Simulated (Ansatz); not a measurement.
**RuW, first-principles data**

RuW:
```yaml
crystal:
  lattice:
    - [2.76717, 0.00000, 0.00000]
    - [-1.38358, 2.39644, 0.00000]
    - [0.00000, 0.00000, 4.43858]
  atoms:
    - { symbol: Ru, position: [0.00000, 0.00000, 0.50000] }
    - { symbol: W, position: [0.66667, 0.33333, 0.00000] }
```

Space group P-6m2 (No. 187); conventional cell a = b = 2.7672 Å, c = 4.4386 Å, α = β = 90.00°, γ = 120.00°.

Method: plane-wave PAW r²SCAN (Ansatz code). The cell and atoms are relaxed at this level. Other levels are named where they apply.

### Cell and energy

| Property | Result |
|---|---|
| Volume per atom | 14.72 Å³ |
| Density | 16.07 g/cm³ |
| Formation energy from the elements (no fitted shifts) | 0.13 eV/atom |

### Electronic structure

| Quantity | Value |
|---|---|
| Electronic character | metallic (no gap) |
| Density of states at the Fermi level | 0.79 states/eV per atom (mean over ±0.08 eV) |
| Gap with spin–orbit coupling | none (metallic) |

### Mechanics

| Item | Result |
|---|---|
| Bulk modulus (Birch–Murnaghan fit) | 319 GPa |
| Pressure derivative B′ | 4.4 |
| Elastic constants (relaxed ions, GPa) | C11 = 481, C12 = 283, C13 = 183, C33 = 609, C44 = 110 |
| Mechanical stability | stable (all eigenvalues of C positive) |
| Hill bulk and shear moduli | 319 and 120 GPa |
| Young's modulus | 320 GPa |
| Poisson's ratio | 0.33 |
| Debye temperature from the elastic constants | 373 K |

### Phonons

| Property | Value |
|---|---|
| Highest zone-centre frequency | 19.5 meV |
| Zone-centre stability | no imaginary mode at Γ |

### Charges

| Property | Result |
|---|---|
| Bader charges | Ru -0.44, W +0.44 e |

The workflow started from a Materials Project entry (that database holds measured and hypothetical structures alike); the Crystallography Open Database copy checked does not list it. With Ru and W taken as one species the cell has the higher symmetry P6_3/mmc, so it may be an ordered model of a mixed-site phase. Its standing as an ambient phase is unchecked. The r²SCAN relaxation kept the symmetry of its start. No spin polarisation was allowed. As this level gives no gap, shear constants depend on the k-mesh and smearing (Fermi–Dirac, 0.1 eV here). As this level gives no gap, phonon frequencies hold no LO–TO term and depend on the k-mesh and smearing (Fermi–Dirac, 0.1 eV here). Axis ratios of metals converge slowly with the k-mesh, so a and c are less sure than the volume. The references are the lowest solids computed at this level, not always the standard phases. Spin–orbit coupling is left out wherever it is not named.

Potentials: the later of the program's two PAW sets.
